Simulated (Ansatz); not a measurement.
In LDA (plane waves, PAW; program Ansatz), Ti$_{2}$Si in the trigonal phase (R-3m; Ti on 6c, Si on 3a) relaxes to a = 3.488 Å, c = 13.951 Å. Si has 6 nearest neighbours from 2.43 Å (octahedral). Its formation energy from the elements is -0.20 eV/atom, with no fitted shifts.

Electronic character: metallic (no gap).

The bulk modulus is 113 GPa. The highest mode at Γ lies at 421 cm⁻¹.

The start of the workflow was typed in or built on a structure type; neither database checked (COD, Materials Project) lists it. Its standing as an ambient phase is unchecked. The LDA relaxation kept the symmetry of its start; its stability against distortions is not shown here. The run is not spin-polarised. The volume moved by -44 % from the start of the relaxation. As this level gives no gap, phonon frequencies hold no LO–TO term and depend on the k-mesh and smearing (Fermi–Dirac, 0.1 eV here). The references are the lowest solids computed at this level, not always the standard phases.

Potentials: the earlier of the program's two PAW sets. The files were generated under PBE; for other functionals the program regenerates the frozen cores, and for LDA and PBEsol the local potential too.
